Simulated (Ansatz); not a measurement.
**Coordination and 39K quadrupole coupling in K3NaBe2F8**

Cell: a computed structure from the Materials Project (it need not be an observed phase), its atoms then relaxed with PBE in this cell.

Space group P-3m1 (No. 164); a = 5.6762, c = 7.3639 Å, γ = 120.00°.

| site | Wyckoff | site symmetry | x | y | z |
| --- | --- | --- | --- | --- | --- |
| K1 | 2d | 3m. | 0.3333 | 0.6667 | 0.6747 |
| K3 | 1a | -3m. | 0.0000 | 0.0000 | 0.0000 |
| Na | 1b | -3m. | 0.0000 | 0.0000 | 0.5000 |
| Be | 2d | 3m. | 0.3333 | 0.6667 | 0.2294 |
| F7 | 2d | 3m. | 0.3333 | 0.6667 | 0.0222 |
| F9 | 6i | .m. | 0.1839 | 0.8161 | 0.3098 |

One atom of each set is listed.

Method: Kohn–Sham DFT in Ansatz, PBE, plane waves and PAW, scalar-relativistic, 420 eV cutoff, Γ-centred 5×5×4 k-points, Fermi–Dirac smearing 0.02 eV.

Q(39K) = 60.30 mb.

Question: Rank these K sites by |C_Q|, smallest first.
A. K3: 12 F at 2.91–3.28 Å
B. K1: 10 F at 2.56–3.06 Å

Answer: B (0.432 MHz, η = 0.00), A (1.26 MHz, η = 0.00).

An axis of threefold or higher order runs through K1 and K3, so V_zz lies along it and η is zero. Like point charges on the first shell alone (each adding as 1/d³) would give the same order.
